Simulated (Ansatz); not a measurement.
In plane-wave PAW PBE (Ansatz code), AlCo in the orthorhombic phase (Cmcm; Al on 4c, Co on 4c) relaxes to a = 2.692 Å, b = 9.304 Å, c = 3.965 Å. Against the elements it lies at -26 kJ/mol of atoms, with no fitted shifts.

Electronic character: metallic (no gap). The magnetic state found is ferromagnetic. The net moment is 0.21 μB per atom.

The start of the workflow was typed in or built on a structure type; neither database checked (COD, Materials Project) lists it. Whether it is the stable phase at ambient conditions was not checked. The cell was relaxed with PBE under the symmetry of its start; its stability against distortions is not shown here. Magnetic state: ferromagnetic, the only order run, not a proven ground state. Axis ratios of metals converge slowly with the k-mesh, so a and c are less sure than the volume. The references are the lowest solids computed at this level, not always the standard phases.

Potentials: the earlier of the program's two PAW sets.
